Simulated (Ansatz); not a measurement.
Consider the following.

Bi$_{2}$H$_{3}$NSe$_{3}$:
```xyz
9
Lattice="4.1445 0.0000 0.0000 -2.0722 3.5892 0.0000 0.0000 0.0000 12.3152" Properties=species:S:1:pos:R:3 pbc="T T T"
Se     0.0000     2.3928     0.1354
Bi     2.0722     1.1964     1.7276
Se     0.0000     0.0000     3.6033
Bi     0.0000     2.3928     5.5844
Se     2.0722     1.1964     7.1228
N      0.0000     0.0000     9.6341
H      0.8105     0.4679    10.0457
H      3.3340     0.4679    10.0457
H      2.0722     2.6534    10.0457
```

This is the PBE+D3(BJ)-relaxed structure.

All from DFT-PBE+D3(BJ) in the program Ansatz with PAW potentials, unless another level is named. Predict the highest zone-centre frequency (without LO–TO term).

3494 cm⁻¹.

And the bulk modulus (Birch–Murnaghan fit)?

19.7 GPa.

Space group P3m1. The cell is a constructed one: a structure type filled with these elements; neither database checked (COD, Materials Project) lists it. Its standing as an ambient phase is unchecked. The cell was relaxed with PBE+D3(BJ) under the symmetry of its start. At this level the phase is dynamically unstable (imaginary phonons). Spin–orbit coupling is left out wherever it is not named.

Potentials: the later of the program's two PAW sets.
